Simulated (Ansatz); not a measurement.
Structure relaxation, Mo

The start is a relaxed Mo cell, doubled along one cell vector, shaken by Gaussian noise of σ = 0.08 Å a coordinate. The cell and all atomic positions are relaxed at zero pressure with PBE (plane waves to 420 eV, PAW, scalar-relativistic; Ansatz, a quantum-chemistry and plane-wave program). The first steps use a coarse 12×6×12 k-mesh.

The start:
```
Mo
1.0
    2.59893     0.00000     0.00000
    0.00000     5.19785     0.00000
    0.00000     0.00000     2.59893
Mo
2
Direct
  0.92231   0.97421   0.97445
  0.96825   0.50349   0.99343
```

**Question.** What pressure does the first self-consistent step give?

**Answer.** +3.2 GPa (positive: the cell is compressed).

**Question.** Which atoms feel the largest initial force, and how large is it?

**Answer.** 1.63 eV/Å, on Mo1, Mo2 (atoms numbered as listed).

**Question.** How much energy is released per atom?

**Answer.** About 1.20 eV/atom.

**Question.** Is the parent structure recovered?

**Answer.** It does not go back: it reaches Im-3m (No. 229), bcc (W type), 1.15 eV/atom below the parent.

**Question.** How do the shortest distances between atoms change?

**Answer.** The closest pairs of elements (up to four, under 3.6 Å), start → end: Mo–Mo 2.45 → 2.74 Å.

**Question.** Is the relaxed structure metallic? Give its gap.

**Answer.** No gap (metallic).

Final values are on a 21×21×21 k-mesh of the relaxed cell. No spin polarisation in the result.

The run could not lose the symmetry of its start.

Of the parent cell (Pm-3m (No. 221)): it is a generated cell of Mo: the first start was made by placing the elements on the sites of a structure type, and the end was not matched to a known phase here, so it may be hypothetical. Known forms of Mo include space group No. 229.
